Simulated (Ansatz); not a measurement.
CaO in space group P6_3/mmc (No. 194; Ca on 2d, O on 2c), plane-wave PAW r²SCAN (Ansatz code), all energies at zero smearing, with the estimated change up to a 700 eV cutoff added, with one set of potentials and settings (totals compare only within such a set). Cell of 4 atoms (2 Ca, 2 O): -4787.795 eV.

```
element                            reference phase  E (eV/atom)
-------  -----------------------------------------  -----------
Ca                      Fm-3m, 1 atoms in the cell   -1821.6752
O        C2/m, 4 atoms in the cell, spin-polarised    -566.0281
```

Formation energy per atom, worked out: (-4787.795 − 2×(-1821.6752) − 2×(-566.0281))/4 = -3.097 eV/atom (-299 kJ per mol of atoms), at 0 K, without zero-point energy or fitted corrections.

The workflow started from a Materials Project entry (that database holds measured and hypothetical structures alike); the Crystallography Open Database copy checked does not list it. It is not the phase usual at ambient conditions (space group No. 225). Symmetry was held in the r²SCAN relaxation; of distortions, only those at the zone centre were tested. The references are the lowest solids computed at this level, not always the standard phases (solids in place of the gases).

Potentials: the later of the program's two PAW sets.
